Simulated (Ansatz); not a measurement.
TlGa2 (C15 type), DFT, PBEsol, all-electron LAPW, scalar-relativistic (Ansatz 0.2.0), on 2 threads of Arm Neoverse N1 (shared host).

Command: `ansatz run input.yaml --threads 2 --pin off --max-ram 5120MiB --backend cpu --events-out ev --progress --plain --runs-dir out`

```yaml
crystal:
  lattice:
    - [0.0, 4.0251745584, 4.0251745584]
    - [4.0251745584, 0.0, 4.0251745584]
    - [4.0251745584, 4.0251745584, 0.0]
  atoms:
    - { symbol: Tl, position: [0.125, 0.125, 0.125] }
    - { symbol: Tl, position: [-0.125, -0.125, -0.125] }
    - { symbol: Ga, position: [0.5, 0.5, 0.5] }
    - { symbol: Ga, position: [0.5, 0.5, 0.0] }
    - { symbol: Ga, position: [0.5, 0.0, 0.5] }
    - { symbol: Ga, position: [0.0, 0.5, 0.5] }
kpoints:
  mp_grid: { grid: [7, 7, 7] }
  band_path:
    path:
      - [0.0, 0.0, 0.0]
      - [0.5, 0.0, 0.5]
      - [0.625, 0.25, 0.625]
      - [0.375, 0.375, 0.75]
      - [0.0, 0.0, 0.0]
      - [0.5, 0.5, 0.5]
      - [0.5, 0.25, 0.75]
      - [0.5, 0.0, 0.5]
    npoints: 14
scf:
  occupations: { method: fermi_dirac, width: 0.05 }
hamiltonian:
  xc: pbesol
  pseudopotentials: { kind: all_electron, lapw: { basis_error: 0.001 } }
output:
  forces: true
  stress: true
  eigenvalues: true
  populations: true
  dos: { projected: true, de: 0.2, e_range: [-14, 8] }
```

Question: How large is the problem that the program sets up?

Answer: 20 irreducible k-points, 941 plane waves at Γ, 93 bands.

Question: About how long does it take, and how much memory?

Answer: 2.3 min of wall time for 10 SCF iterations, with a peak of 0.65 GiB. Times on shared machines scatter by tens of per cent.
